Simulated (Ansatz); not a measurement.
TiB:
```cif
data_B4Ti4
_chemical_formula_sum 'Ti4 B4'
_space_group_name_H-M_alt 'P 1'
_space_group_IT_number 1
_cell_length_a 6.10466
_cell_length_b 3.04695
_cell_length_c 4.55533
_cell_angle_alpha 90.000
_cell_angle_beta 90.000
_cell_angle_gamma 90.000
loop_
_space_group_symop_operation_xyz
  'x, y, z'
loop_
_atom_site_label
_atom_site_type_symbol
_atom_site_fract_x
_atom_site_fract_y
_atom_site_fract_z
_atom_site_occupancy
Ti1 Ti 0.67755 0.25000 0.37758 1
Ti2 Ti 0.32245 0.75000 0.62242 1
Ti3 Ti 0.82245 0.75000 0.87758 1
Ti4 Ti 0.17755 0.25000 0.12242 1
B1 B 0.53012 0.25000 0.90032 1
B2 B 0.46988 0.75000 0.09968 1
B3 B 0.96988 0.75000 0.40032 1
B4 B 0.03012 0.25000 0.59968 1
```

Relaxed with r²SCAN.

Question: Which orbitals make up the states near the Fermi level in r²SCAN (plane waves, PAW; program Ansatz)?

Answer: Within 0.5 eV of the Fermi level: Ti 3d 88 %, B 2p 8 %. Projections are on Löwdin-orthogonalised atomic valence shells; empty p or d shells of many metals are not among them.

Question: Tabulate the density of states.

Answer: States/eV per cell of 8 atoms, in 0.25 eV bins, energy from the Fermi level.

| E (eV) | total | Ti 3d | B 2p | B 2s |
|---|---|---|---|---|
| -7.85 | 0.58 | 0.10 | 0.22 | 0.22 |
| -7.60 | 0.91 | 0.15 | 0.36 | 0.35 |
| -7.35 | 0.77 | 0.14 | 0.31 | 0.28 |
| -7.10 | 0.70 | 0.14 | 0.28 | 0.24 |
| -6.85 | 0.68 | 0.14 | 0.28 | 0.23 |
| -6.60 | 0.67 | 0.15 | 0.28 | 0.21 |
| -6.35 | 1.06 | 0.19 | 0.45 | 0.25 |
| -6.10 | 1.44 | 0.25 | 0.61 | 0.29 |
| -5.85 | 2.04 | 0.38 | 0.86 | 0.37 |
| -5.60 | 2.86 | 0.59 | 1.19 | 0.51 |
| -5.35 | 2.94 | 0.76 | 1.13 | 0.57 |
| -5.10 | 1.29 | 0.39 | 0.46 | 0.29 |
| -4.85 | 0.65 | 0.11 | 0.35 | 0.07 |
| -4.60 | 1.94 | 0.37 | 1.07 | 0.17 |
| -4.35 | 2.62 | 0.60 | 1.41 | 0.24 |
| -4.10 | 2.98 | 0.74 | 1.63 | 0.24 |
| -3.85 | 2.91 | 0.80 | 1.56 | 0.23 |
| -3.60 | 2.87 | 0.81 | 1.58 | 0.19 |
| -3.35 | 3.13 | 0.93 | 1.78 | 0.15 |
| -3.10 | 3.68 | 1.15 | 2.07 | 0.16 |
| -2.85 | 3.88 | 1.27 | 2.21 | 0.13 |
| -2.60 | 5.01 | 1.71 | 2.93 | 0.10 |
| -2.35 | 2.77 | 1.09 | 1.52 | 0.04 |
| -2.10 | 4.62 | 2.00 | 2.24 | 0.10 |
| -1.85 | 6.98 | 3.20 | 3.18 | 0.17 |
| -1.60 | 8.02 | 4.02 | 3.41 | 0.14 |
| -1.35 | 6.47 | 3.76 | 2.24 | 0.09 |
| -1.10 | 3.58 | 2.25 | 1.03 | 0.05 |
| -0.85 | 3.06 | 2.34 | 0.48 | 0.04 |
| -0.60 | 6.38 | 5.35 | 0.55 | 0.08 |
| -0.35 | 5.05 | 4.37 | 0.40 | 0.05 |
| -0.10 | 3.86 | 3.41 | 0.29 | 0.02 |
| 0.15 | 3.45 | 3.07 | 0.26 | 0.01 |
| 0.40 | 3.67 | 3.29 | 0.25 | 0.01 |
| 0.65 | 2.59 | 2.34 | 0.17 | 0.01 |
| 0.90 | 2.39 | 2.18 | 0.15 | 0.01 |
| 1.15 | 2.58 | 2.35 | 0.17 | 0.01 |
| 1.40 | 2.43 | 2.20 | 0.18 | 0.01 |
| 1.65 | 3.24 | 2.91 | 0.26 | 0.01 |
| 1.90 | 4.53 | 4.08 | 0.33 | 0.03 |
| 2.15 | 5.04 | 4.55 | 0.37 | 0.03 |
| 2.40 | 7.68 | 7.02 | 0.48 | 0.05 |
| 2.65 | 6.90 | 6.29 | 0.44 | 0.05 |
| 2.90 | 6.08 | 5.61 | 0.35 | 0.03 |
| 3.15 | 5.99 | 5.61 | 0.27 | 0.03 |
| 3.40 | 10.36 | 9.73 | 0.45 | 0.06 |
| 3.65 | 9.51 | 8.77 | 0.51 | 0.12 |
| 3.90 | 6.00 | 5.47 | 0.34 | 0.11 |
| 4.15 | 2.87 | 2.35 | 0.42 | 0.05 |
| 4.40 | 7.63 | 6.16 | 1.21 | 0.12 |
| 4.65 | 4.78 | 3.55 | 1.00 | 0.10 |

Space group Pnma. The first step of the workflow began from a Materials Project structure, measured or hypothetical; the Crystallography Open Database files this formula in space group No. 62, but the cells were not matched. Whether it is the stable phase at ambient conditions was not checked. The cell was relaxed with r²SCAN under the symmetry of its start; whether a distortion lowers the energy is not shown. No spin polarisation was allowed.

Potentials: the later of the program's two PAW sets.
